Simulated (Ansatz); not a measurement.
**Sn: input, output and frames of a trajectory**

Computed with DFT PBEsol, scalar-relativistic, plane waves, PAW in Ansatz 0.2.0. Settings: plane waves to 420 eV, k-mesh 2×2×2 (shifted by 0.5, 0.5, 0.5 steps), Fermi–Dirac smearing 0.13 eV. The mesh is coarse. No spin polarisation.

16 atoms, starting at 1.04 times the perfect crystal's volume (space group Fd-3m); Langevin thermostat at 1500 K (friction 0.02 fs⁻¹), fixed cell; 36 steps of 3 fs. The run is short and not equilibrated. The crystal has no gap, and so coarse a mesh can leave errors of tens of meV/atom and of a GPa or more.

Self-consistency was reached.

The run took 13 min on 4 threads of AMD EPYC (Zen 3), on a shared host, peak memory 1.9 GiB.

Command:
```bash
ansatz run input.yaml --threads 4 --pin off --max-ram 9216MiB --backend cpu --events-out ev --progress --plain --runs-dir out
```

Input:
```yaml
crystal:
  lattice:
    - [-6.6276415737, -6.6276415737, 0.0]
    - [0.0, -6.6276415737, 6.6276415737]
    - [-6.6276415737, 0.0, 6.6276415737]
  atoms:
    - { symbol: Sn, position: [0.7539572301, 0.2654529183, 0.2483377634] }
    - { symbol: Sn, position: [0.2593157192, 0.2531084127, 0.216500712] }
    - { symbol: Sn, position: [0.7467778398, 0.7550668119, 0.2399519294] }
    - { symbol: Sn, position: [0.2686438626, 0.7438633592, 0.2426897078] }
    - { symbol: Sn, position: [0.7406912668, 0.2603261928, 0.767117307] }
    - { symbol: Sn, position: [0.2623167038, 0.2427846332, 0.7296618179] }
    - { symbol: Sn, position: [0.7396799127, 0.757546958, 0.7612252567] }
    - { symbol: Sn, position: [0.2635382867, 0.7263836853, 0.7605449988] }
    - { symbol: Sn, position: [0.3908717009, 0.3723251425, 0.3461903322] }
    - { symbol: Sn, position: [0.8632747403, 0.3877328667, 0.3859606348] }
    - { symbol: Sn, position: [0.3712526276, 0.8735418625, 0.3751927153] }
    - { symbol: Sn, position: [0.8899949362, 0.8549524178, 0.3750945372] }
    - { symbol: Sn, position: [0.3878814142, 0.3797734926, 0.8403685654] }
    - { symbol: Sn, position: [0.9017126067, 0.3626185277, 0.8703733737] }
    - { symbol: Sn, position: [0.3383065896, 0.8829697009, 0.8833014908] }
    - { symbol: Sn, position: [0.8607836524, 0.8819909031, 0.8848385431] }
basis:
  ecutwfc: 420
kpoints:
  mp_grid: { grid: [2, 2, 2], shift: [0.5, 0.5, 0.5] }
hamiltonian:
  xc: pbesol
scf:
  occupations: { method: fermi_dirac, width: 0.1293 }
  lower_state_search: "off"
  convergence: { dr2_threshold: 1.0e-07 }
output:
  forces: true
  stress: true
md:
  timestep: 3.0
  n_steps: 36
  ensemble: nvt_langevin
  temperature: 1500.0
  initial_velocities: maxwell_boltzmann
  seed: 68206
  friction: 0.02
```

Output (its end):
```
...
SCF converged after 6 iterations
Free energy (F): -95193.458807 eV
Harris-Foulkes:  -95193.458807 eV  (|F-HF|=1.11e-8)
Internal energy: -95193.265395 eV  (E = F + TS)
E sigma→0 (E₀):  -95193.362101 eV
Entropy (-TS):   -0.193412 eV (-12.088 meV/atom)
Fermi energy:    6.827763 eV
--- Per-component energies (eV) ---
  E_band       = -2165.830428
  E_kinetic    = 2990.491441
  E_local      = -19095.656678  (includes V_loc(G=0)·N_el)
  E_nonlocal   = -486.116791
  E_hartree    = 10828.418168
  E_xc         = -6057.332700
  E_vxc        = -1537.830449  (∫ρ·V_xc dr)
  E_paw        = -65052.307657  (= ΣΔE_a)
  E_vpaw       = -5693.554997  (= ΣTr[D̂ρ^β])
  E_aug_tail   = -0.000007  (compensation charges beyond the density's cutoff)
  E_ewald      = -18325.318608
  E_core_change = 4.557436  (= ΣΔE_core)
  E_smearing   = -0.193412  (= −TS)
  E_closure    = -0.000000  (closes the sum)
  Σ components = -95193.458807   (vs F -95193.458807, Δ=0.00e0)
--- Forces (eV/Å), atoms counted from 1 ---
  atom   1  Sn     0.33722398     1.01827247    -0.91393449
  atom   2  Sn     0.63629073    -1.67946274     0.45487127
  atom   3  Sn     0.97340505    -0.25286897     0.86675912
  atom   4  Sn     1.49410906    -0.12228121    -0.47820206
  atom   5  Sn     0.73412846     0.52456095    -0.35232378
  atom   6  Sn    -0.51344900    -0.22262840     1.45157196
  atom   7  Sn     1.01972204    -1.31476671    -1.45083694
  atom   8  Sn    -0.85681975     0.24205613     0.27265307
  atom   9  Sn     0.16870735     0.54407770    -1.04320104
  atom  10  Sn    -1.39659331     0.43180033     0.03149291
  atom  11  Sn    -0.71203854    -0.65902392    -0.62085681
  atom  12  Sn     0.07743718    -0.32757235     0.87415748
  atom  13  Sn    -0.24849600     1.09671308    -0.54838753
  atom  14  Sn    -1.56126111     0.45767327    -1.23795790
  atom  15  Sn     0.55626285     1.54924841     1.37515393
  atom  16  Sn    -0.70861901    -1.28579281     1.31904591
  max |Σ_I F_I| component: 9.96e-6 eV/Å
--- Stress (GPa, compression-positive) ---
       -0.562516      -1.399369       1.278527
       -1.399369      -0.900618      -0.323064
        1.278527      -0.323064      -0.562121
  P = ⅓ Tr σ = -0.6751 GPa (-6.751 kbar)
--- MD trajectory: 36 steps, t = 0.0 → 108.0 fs ---
  final state: T = 1404.8 K   F+E_penalty+E_count = -95193.45880743 eV   E_kin = 2.905342 eV
```

Frames along the run (Å, eV/Å; dE is the potential energy from the first frame):

```xyz
16
Lattice="-6.628 -6.628 0.000 0.000 -6.628 6.628 -6.628 0.000 6.628" Properties=species:S:1:pos:R:3:forces:R:3 pbc="T T T" time_fs=0.00 dE_eV=0.0000 T_K=1406
Sn   -6.643   -6.756    3.405   -0.535    0.324   -1.015
Sn   -3.154   -3.396    3.112    0.051    0.571    0.517
Sn   -6.540   -9.954    6.595   -0.470    0.345    0.675
Sn   -3.389   -6.711    6.539    0.189    0.702    0.230
Sn   -9.993   -6.634    6.810   -0.272   -0.395   -0.961
Sn   -6.574   -3.348    6.445    0.391   -0.577   -0.306
Sn   -9.947   -9.923   10.066    0.391    0.446   -0.594
Sn   -6.787   -6.561    9.855    1.919   -0.148    0.555
Sn   -4.885   -5.058    4.762    0.080    0.375    0.094
Sn   -8.279   -8.291    5.128   -0.570   -0.352   -0.457
Sn   -4.947   -8.250    8.276   -0.324   -0.419    0.460
Sn   -8.385  -11.565    8.152    0.259   -0.215    0.774
Sn   -8.140   -5.088    8.087   -0.548    1.137   -0.027
Sn  -11.745   -8.380    8.172    0.499   -0.024    1.298
Sn   -8.096   -8.094   11.706   -1.059   -0.897   -0.505
Sn  -11.569  -11.550   11.710   -0.002   -0.873   -0.738
16
Lattice="-6.628 -6.628 0.000 0.000 -6.628 6.628 -6.628 0.000 6.628" Properties=species:S:1:pos:R:3:forces:R:3 pbc="T T T" time_fs=9.00 dE_eV=-0.2073 T_K=1286
Sn   -6.663   -6.778    3.419   -0.343    0.641   -0.997
Sn   -3.171   -3.354    3.109    0.214    0.272    0.531
Sn   -6.516   -9.937    6.643   -0.907    0.036    0.204
Sn   -3.414   -6.711    6.519    0.125    0.467    0.425
Sn  -10.047   -6.653    6.788    0.211   -0.134   -0.585
Sn   -6.532   -3.339    6.449    0.044   -0.432   -0.361
Sn   -9.899   -9.936   10.041    0.113    0.458   -0.392
Sn   -6.743   -6.606    9.852    1.460    0.367    0.415
Sn   -4.900   -5.022    4.786    0.082    0.178   -0.206
Sn   -8.313   -8.258    5.109   -0.416   -0.690   -0.113
Sn   -4.991   -8.283    8.308    0.113   -0.066    0.244
Sn   -8.430  -11.590    8.173    0.565   -0.213    0.509
Sn   -8.127   -5.058    8.073   -0.678    0.644    0.150
Sn  -11.763   -8.381    8.197    0.616   -0.023    1.354
Sn   -8.110   -8.107   11.687   -0.953   -0.920   -0.353
Sn  -11.538  -11.551   11.720   -0.246   -0.585   -0.824
16
Lattice="-6.628 -6.628 0.000 0.000 -6.628 6.628 -6.628 0.000 6.628" Properties=species:S:1:pos:R:3:forces:R:3 pbc="T T T" time_fs=18.00 dE_eV=-0.2685 T_K=1688
Sn   -6.680   -6.797    3.444   -0.218    0.921   -0.977
Sn   -3.202   -3.314    3.128    0.463   -0.043    0.396
Sn   -6.515   -9.917    6.679   -1.167   -0.314   -0.088
Sn   -3.446   -6.725    6.500    0.160    0.383    0.579
Sn  -10.088   -6.676    6.763    0.582    0.163   -0.274
Sn   -6.495   -3.336    6.465   -0.182   -0.159   -0.316
Sn   -9.857   -9.917    9.995   -0.133    0.416   -0.101
Sn   -6.694   -6.634    9.890    1.117    0.808    0.254
Sn   -4.908   -4.991    4.805    0.055   -0.017   -0.357
Sn   -8.342   -8.247    5.099   -0.368   -0.830    0.134
Sn   -5.027   -8.306    8.337    0.370    0.201    0.126
Sn   -8.469  -11.619    8.210    0.817   -0.316    0.157
Sn   -8.097   -5.034    8.080   -0.884    0.255    0.283
Sn  -11.761   -8.370    8.247    0.559   -0.107    1.152
Sn   -8.131   -8.127   11.666   -0.801   -0.959   -0.136
Sn  -11.501  -11.519   11.725   -0.370   -0.403   -0.833
16
Lattice="-6.628 -6.628 0.000 0.000 -6.628 6.628 -6.628 0.000 6.628" Properties=species:S:1:pos:R:3:forces:R:3 pbc="T T T" time_fs=27.00 dE_eV=-0.1753 T_K=1523
Sn   -6.707   -6.837    3.459   -0.032    1.234   -0.981
Sn   -3.219   -3.272    3.153    0.685   -0.389    0.245
Sn   -6.507   -9.896    6.702   -1.328   -0.703   -0.313
Sn   -3.501   -6.736    6.497    0.326    0.202    0.527
Sn  -10.126   -6.700    6.740    0.900    0.456   -0.143
Sn   -6.468   -3.333    6.478   -0.232    0.009   -0.165
Sn   -9.807   -9.881    9.928   -0.280    0.307    0.259
Sn   -6.663   -6.642    9.940    0.985    1.041    0.085
Sn   -4.907   -4.967    4.804   -0.098   -0.187   -0.430
Sn   -8.367   -8.259    5.094   -0.335   -0.850    0.422
Sn   -5.047   -8.332    8.373    0.381    0.502    0.080
Sn   -8.521  -11.664    8.231    1.123   -0.375   -0.117
Sn   -8.072   -5.021    8.100   -1.017    0.050    0.295
Sn  -11.723   -8.358    8.293    0.247   -0.257    0.886
Sn   -8.138   -8.152   11.653   -0.839   -0.840    0.125
Sn  -11.454  -11.490   11.708   -0.486   -0.199   -0.775
16
Lattice="-6.628 -6.628 0.000 0.000 -6.628 6.628 -6.628 0.000 6.628" Properties=species:S:1:pos:R:3:forces:R:3 pbc="T T T" time_fs=36.00 dE_eV=-0.0527 T_K=1682
Sn   -6.729   -6.862    3.438   -0.027    1.403   -0.785
Sn   -3.207   -3.242    3.184    0.633   -0.774   -0.023
Sn   -6.524   -9.873    6.727   -1.306   -1.067   -0.635
Sn   -3.576   -6.752    6.489    0.514    0.011    0.485
Sn  -10.167   -6.718    6.719    1.105    0.674   -0.221
Sn   -6.453   -3.329    6.477   -0.294    0.204    0.117
Sn   -9.769   -9.844    9.864   -0.175    0.038    0.403
Sn   -6.650   -6.637    9.981    0.974    1.090   -0.039
Sn   -4.920   -4.945    4.816   -0.130   -0.321   -0.672
Sn   -8.394   -8.288    5.076   -0.158   -0.571    0.703
Sn   -5.070   -8.365    8.410    0.420    0.730    0.168
Sn   -8.551  -11.716    8.208    1.163   -0.292   -0.118
Sn   -8.046   -5.037    8.101   -1.122    0.045    0.257
Sn  -11.684   -8.350    8.335   -0.085   -0.400    0.551
Sn   -8.148   -8.173   11.639   -0.904   -0.704    0.330
Sn  -11.422  -11.460   11.664   -0.608   -0.064   -0.520
16
Lattice="-6.628 -6.628 0.000 0.000 -6.628 6.628 -6.628 0.000 6.628" Properties=species:S:1:pos:R:3:forces:R:3 pbc="T T T" time_fs=45.00 dE_eV=0.0736 T_K=1891
Sn   -6.747   -6.882    3.425   -0.147    1.445   -0.664
Sn   -3.193   -3.226    3.216    0.459   -1.220   -0.401
Sn   -6.546   -9.852    6.729   -1.179   -1.178   -0.726
Sn   -3.654   -6.771    6.489    0.583   -0.153    0.407
Sn  -10.199   -6.737    6.710    1.173    0.898   -0.383
Sn   -6.439   -3.325    6.457   -0.464    0.328    0.563
Sn   -9.764   -9.818    9.825    0.181   -0.366    0.330
Sn   -6.647   -6.608   10.035    0.922    0.955   -0.175
Sn   -4.954   -4.931    4.808    0.009   -0.499   -0.791
Sn   -8.443   -8.326    5.049    0.186   -0.162    1.074
Sn   -5.092   -8.402    8.472    0.256    0.893    0.073
Sn   -8.566  -11.767    8.150    1.076   -0.012    0.103
Sn   -8.050   -5.065    8.111   -1.027    0.173    0.112
Sn  -11.655   -8.340    8.374   -0.445   -0.502    0.213
Sn   -8.168   -8.197   11.632   -0.941   -0.530    0.430
Sn  -11.409  -11.436   11.612   -0.639   -0.072   -0.164
16
Lattice="-6.628 -6.628 0.000 0.000 -6.628 6.628 -6.628 0.000 6.628" Properties=species:S:1:pos:R:3:forces:R:3 pbc="T T T" time_fs=54.00 dE_eV=0.2785 T_K=1206
Sn   -6.761   -6.883    3.418   -0.240    1.319   -0.691
Sn   -3.182   -3.192    3.223    0.384   -1.676   -0.523
Sn   -6.554   -9.847    6.709   -1.030   -1.126   -0.596
Sn   -3.738   -6.795    6.496    0.676   -0.208    0.328
Sn  -10.201   -6.777    6.698    1.057    1.154   -0.360
Sn   -6.435   -3.339    6.403   -0.681    0.617    1.193
Sn   -9.755   -9.803    9.808    0.438   -0.755    0.250
Sn   -6.636   -6.571   10.088    0.772    0.740   -0.293
Sn   -5.005   -4.931    4.796    0.430   -0.667   -1.061
Sn   -8.468   -8.342    5.049    0.484    0.033    1.159
Sn   -5.116   -8.430    8.529   -0.045    0.977   -0.110
Sn   -8.575  -11.799    8.093    0.979    0.150    0.244
Sn   -8.048   -5.090    8.123   -0.954    0.306   -0.039
Sn  -11.625   -8.353    8.407   -0.861   -0.458   -0.121
Sn   -8.191   -8.217   11.619   -0.908   -0.303    0.519
Sn  -11.405  -11.427   11.579   -0.502   -0.101    0.101
16
Lattice="-6.628 -6.628 0.000 0.000 -6.628 6.628 -6.628 0.000 6.628" Properties=species:S:1:pos:R:3:forces:R:3 pbc="T T T" time_fs=63.00 dE_eV=0.3963 T_K=1353
Sn   -6.790   -6.870    3.407   -0.212    1.089   -0.759
Sn   -3.159   -3.166    3.196    0.320   -1.900   -0.440
Sn   -6.567   -9.867    6.682   -0.789   -0.817   -0.207
Sn   -3.794   -6.808    6.502    0.840   -0.211    0.177
Sn  -10.178   -6.801    6.686    0.802    1.292   -0.218
Sn   -6.423   -3.344    6.354   -0.805    0.694    1.660
Sn   -9.742   -9.797    9.788    0.562   -1.106    0.210
Sn   -6.612   -6.565   10.137    0.563    0.705   -0.352
Sn   -5.042   -4.954    4.777    0.743   -0.641   -1.261
Sn   -8.477   -8.354    5.065    0.617    0.028    0.962
Sn   -5.116   -8.409    8.558   -0.322    0.701   -0.375
Sn   -8.575  -11.803    8.049    0.885    0.121    0.292
Sn   -8.043   -5.127    8.140   -0.792    0.472   -0.184
Sn  -11.588   -8.368    8.435   -1.283   -0.178   -0.440
Sn   -8.208   -8.264   11.584   -0.834    0.003    0.730
Sn  -11.408  -11.399   11.571   -0.296   -0.254    0.203
16
Lattice="-6.628 -6.628 0.000 0.000 -6.628 6.628 -6.628 0.000 6.628" Properties=species:S:1:pos:R:3:forces:R:3 pbc="T T T" time_fs=72.00 dE_eV=0.5438 T_K=1179
Sn   -6.822   -6.844    3.380   -0.181    0.892   -0.712
Sn   -3.123   -3.142    3.170    0.330   -2.077   -0.355
Sn   -6.592   -9.905    6.657   -0.479   -0.480    0.155
Sn   -3.847   -6.827    6.505    1.023   -0.198   -0.015
Sn  -10.156   -6.794    6.688    0.672    1.225   -0.177
Sn   -6.396   -3.356    6.327   -0.966    0.752    1.959
Sn   -9.747   -9.806    9.774    0.742   -1.340    0.076
Sn   -6.567   -6.563   10.174    0.277    0.537   -0.329
Sn   -5.045   -4.969    4.758    0.873   -0.639   -1.422
Sn   -8.465   -8.378    5.080    0.590    0.233    0.860
Sn   -5.090   -8.397    8.574   -0.679    0.463   -0.586
Sn   -8.578  -11.802    7.989    0.746    0.050    0.406
Sn   -8.041   -5.159    8.180   -0.615    0.616   -0.364
Sn  -11.563   -8.373    8.462   -1.577    0.117   -0.760
Sn   -8.218   -8.322   11.548   -0.601    0.332    0.899
Sn  -11.410  -11.358   11.554   -0.157   -0.481    0.365
16
Lattice="-6.628 -6.628 0.000 0.000 -6.628 6.628 -6.628 0.000 6.628" Properties=species:S:1:pos:R:3:forces:R:3 pbc="T T T" time_fs=81.00 dE_eV=0.7564 T_K=1152
Sn   -6.841   -6.825    3.363   -0.064    0.815   -0.771
Sn   -3.101   -3.114    3.146    0.518   -2.256   -0.171
Sn   -6.628   -9.932    6.635   -0.158   -0.249    0.409
Sn   -3.883   -6.873    6.504    1.157   -0.034   -0.254
Sn  -10.162   -6.746    6.681    0.709    0.957   -0.223
Sn   -6.372   -3.355    6.320   -0.991    0.701    2.051
Sn   -9.751   -9.817    9.776    0.991   -1.495   -0.168
Sn   -6.526   -6.537   10.200   -0.012    0.236   -0.392
Sn   -5.039   -4.986    4.751    0.891   -0.568   -1.424
Sn   -8.430   -8.383    5.078    0.243    0.442    0.855
Sn   -5.060   -8.394    8.578   -1.135    0.399   -0.607
Sn   -8.577  -11.807    7.927    0.570   -0.042    0.566
Sn   -8.047   -5.185    8.197   -0.465    0.742   -0.415
Sn  -11.527   -8.367    8.488   -1.818    0.405   -1.037
Sn   -8.224   -8.366   11.527   -0.287    0.634    0.992
Sn  -11.417  -11.298   11.525   -0.148   -0.687    0.589
16
Lattice="-6.628 -6.628 0.000 0.000 -6.628 6.628 -6.628 0.000 6.628" Properties=species:S:1:pos:R:3:forces:R:3 pbc="T T T" time_fs=90.00 dE_eV=0.8956 T_K=844
Sn   -6.860   -6.818    3.352    0.024    0.843   -0.813
Sn   -3.093   -3.122    3.124    0.598   -2.141    0.044
Sn   -6.646   -9.945    6.629    0.002   -0.046    0.497
Sn   -3.906   -6.912    6.501    1.292    0.098   -0.436
Sn  -10.184   -6.689    6.673    0.815    0.666   -0.211
Sn   -6.356   -3.325    6.325   -0.819    0.421    1.916
Sn   -9.770   -9.833    9.786    1.231   -1.556   -0.469
Sn   -6.490   -6.512   10.210   -0.293   -0.003   -0.359
Sn   -5.033   -5.015    4.751    0.719   -0.301   -1.278
Sn   -8.407   -8.372    5.083   -0.126    0.407    0.728
Sn   -5.049   -8.374    8.577   -1.207    0.190   -0.458
Sn   -8.572  -11.804    7.877    0.393   -0.156    0.703
Sn   -8.043   -5.211    8.199   -0.384    0.878   -0.453
Sn  -11.501   -8.346    8.515   -1.938    0.594   -1.232
Sn   -8.235   -8.405   11.510   -0.033    0.928    1.042
Sn  -11.418  -11.253   11.513   -0.273   -0.823    0.779
16
Lattice="-6.628 -6.628 0.000 0.000 -6.628 6.628 -6.628 0.000 6.628" Properties=species:S:1:pos:R:3:forces:R:3 pbc="T T T" time_fs=99.00 dE_eV=1.0832 T_K=1497
Sn   -6.907   -6.814    3.342    0.207    0.957   -0.865
Sn   -3.096   -3.139    3.113    0.638   -1.927    0.281
Sn   -6.673   -9.949    6.622    0.399   -0.023    0.660
Sn   -3.913   -6.916    6.492    1.426   -0.030   -0.410
Sn  -10.186   -6.672    6.690    0.782    0.530   -0.268
Sn   -6.331   -3.285    6.333   -0.615    0.074    1.750
Sn   -9.791   -9.855    9.815    1.355   -1.459   -0.898
Sn   -6.466   -6.505   10.187   -0.508   -0.001   -0.127
Sn   -5.028   -5.061    4.756    0.425    0.119   -1.219
Sn   -8.359   -8.363    5.105   -0.705    0.327    0.447
Sn   -5.044   -8.333    8.583   -1.048   -0.148   -0.515
Sn   -8.562  -11.799    7.844    0.195   -0.229    0.812
Sn   -8.047   -5.236    8.202   -0.311    1.046   -0.514
Sn  -11.502   -8.325    8.563   -1.863    0.629   -1.328
Sn   -8.230   -8.447   11.491    0.133    1.206    1.111
Sn  -11.420  -11.228   11.500   -0.509   -1.071    1.084
16
Lattice="-6.628 -6.628 0.000 0.000 -6.628 6.628 -6.628 0.000 6.628" Properties=species:S:1:pos:R:3:forces:R:3 pbc="T T T" time_fs=108.00 dE_eV=1.3070 T_K=1405
Sn   -6.969   -6.806    3.328    0.337    1.018   -0.914
Sn   -3.104   -3.159    3.106    0.636   -1.679    0.455
Sn   -6.708   -9.934    6.630    0.973   -0.253    0.867
Sn   -3.901   -6.911    6.482    1.494   -0.122   -0.478
Sn  -10.189   -6.689    6.720    0.734    0.525   -0.352
Sn   -6.303   -3.266    6.349   -0.513   -0.223    1.452
Sn   -9.793   -9.884    9.842    1.020   -1.315   -1.451
Sn   -6.430   -6.527   10.153   -0.857    0.242    0.273
Sn   -5.028   -5.117    4.727    0.169    0.544   -1.043
Sn   -8.301   -8.363    5.141   -1.397    0.432    0.031
Sn   -5.036   -8.278    8.579   -0.712   -0.659   -0.621
Sn   -8.575  -11.775    7.822    0.077   -0.328    0.874
Sn   -8.050   -5.252    8.208   -0.248    1.097   -0.548
Sn  -11.538   -8.322    8.604   -1.561    0.458   -1.238
Sn   -8.243   -8.502   11.470    0.556    1.549    1.375
Sn  -11.430  -11.215   11.499   -0.709   -1.286    1.319
```